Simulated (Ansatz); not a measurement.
LaWN3:
```
LaWN3
1.0
    5.79482     0.00000     0.00000
    0.00000     3.85736     0.00000
   -2.58150     0.00000     7.46564
La W N
2 2 6
Direct
  0.24706   0.25000   0.18508
  0.75294   0.75000   0.81492
  0.14019   0.25000   0.66814
  0.85981   0.75000   0.33186
  0.03508   0.25000   0.86597
  0.96492   0.75000   0.13403
  0.97503   0.25000   0.38982
  0.02497   0.75000   0.61018
  0.46739   0.25000   0.74133
  0.53261   0.75000   0.25867
```

Relaxed with PBEsol. Special points in fractions of this cell's reciprocal vectors: Γ (0.000, 0.000, 0.000); Z (0.000, 0.500, 0.000); D (0.000, 0.500, 0.500); B (0.000, 0.000, 0.500); A (-0.500, 0.000, 0.500); E (-0.500, 0.500, 0.500); C2 (-0.500, 0.500, 0.000); Y2 (-0.500, 0.000, 0.000).

Task: List the band energies nearest the valence-band maximum at these points for DFT-PBEsol in the program Ansatz with PAW potentials.

Result: In eV from the valence-band maximum; about four levels below and three above (degenerate sets whole), none deeper than 8.9 eV; points with the same levels are listed once.

| k | below | above |
|---|---|---|
| Γ | -1.25 -1.12 -0.84 0.00 | 1.70 2.50 2.85 |
| Z | -0.82 -0.82 -0.39 -0.39 | 2.43 2.43 2.74 2.74 |
| D | -0.74 -0.74 -0.44 -0.44 | 2.55 2.55 3.00 3.00 |
| B | -1.26 -0.88 -0.58 -0.28 | 1.96 2.44 3.33 |
| A | -0.73 -0.72 -0.59 -0.57 | 2.10 2.75 3.14 |
| E | -1.08 -1.08 -0.36 -0.36 | 2.47 2.47 3.37 3.37 |
| C2 | -1.21 -1.21 -0.61 -0.61 | 2.68 2.68 3.38 3.38 |
| Y2 | -1.05 -0.83 -0.66 -0.63 | 2.21 2.63 3.22 |

Space group P2_1/m. The workflow started from a Materials Project entry (that database holds measured and hypothetical structures alike); the Crystallography Open Database copy checked does not list it. Whether it is the stable phase at ambient conditions was not checked. The PBEsol relaxation kept the symmetry of its start; its stability against distortions is not shown here. The run is not spin-polarised. Spin–orbit coupling is left out wherever it is not named.

Potentials: the later of the program's two PAW sets.
